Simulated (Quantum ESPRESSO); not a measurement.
Field gradients of Ga₂O₃ from a PBE PAW density (pw.x of a modified build of Quantum ESPRESSO, JTH datasets) with the all-electron reconstruction of Petrilli and co-workers. The input of pw.x:

```
&CONTROL
  calculation = 'scf'
  prefix = 'x'
  pseudo_dir = './pseudo'
  outdir = './out'
  tprnfor = .true.
/
&SYSTEM
  ibrav = 0
  nat = 10
  ntyp = 2
  ecutwfc = 45
  ecutrho = 180
  occupations = 'fixed'
  nbnd = 48
/
&ELECTRONS
  conv_thr = 1e-11
/
ATOMIC_SPECIES
Ga 69.723 Ga.GGA_PBE-JTH.UPF
O 15.999 O.GGA_PBE-JTH.UPF
CELL_PARAMETERS angstrom
    2.498699923601     1.442625073515     4.483550000000
   -2.498699923601     1.442625073515     4.483550000000
   -0.000000000000    -2.885250147030     4.483550000000
ATOMIC_POSITIONS crystal
Ga     0.855590000000     0.855590000000     0.855590000000
Ga     0.144410000000     0.144410000000     0.144410000000
Ga     0.644410000000     0.644410000000     0.644410000000
Ga     0.355590000000     0.355590000000     0.355590000000
O      0.750000000000     0.446840000000     0.053160000000
O      0.250000000000     0.553160000000     0.946840000000
O      0.053160000000     0.750000000000     0.446840000000
O      0.946840000000     0.250000000000     0.553160000000
O      0.446840000000     0.053160000000     0.750000000000
O      0.553160000000     0.946840000000     0.250000000000
K_POINTS automatic
6 6 6 0 0 0
```
The cell comes from the Materials Project (a computed structure). It is Ga2O3 in R-3c. Stability against distortions was not tested.

Vzz is the sum of three terms, each taken along its main axis: the smooth valence density, the ions (nucleus and frozen core) with the augmentation charges of all other spheres, and the all-electron minus smooth density in the atom's own sphere. The split hangs on the datasets.  Cores are frozen. Against all-electron runs on small test molecules, this scheme's |Vzz| missed by −8 % on Ga, −2 to +6 % on O.

```
site                         smooth valence density  ions and other spheres  own sphere  Vzz (a.u.)
---------------------------  ----------------------  ----------------------  ----------  ----------
Ga (atoms 1, 2, 3, 4)                         0.049                  -0.045  (withheld)  (withheld)
O (atoms 5, 6, 7, 8, 9, 10)                   0.064                  -0.198  (withheld)  (withheld)
```

Question: Complete the blanks.

Answer: 
- Ga (atoms 1, 2, 3, 4), own sphere: 0.253
- Ga (atoms 1, 2, 3, 4), Vzz (a.u.): 0.256
- O (atoms 5, 6, 7, 8, 9, 10), own sphere: -0.409
- O (atoms 5, 6, 7, 8, 9, 10), Vzz (a.u.): -0.543
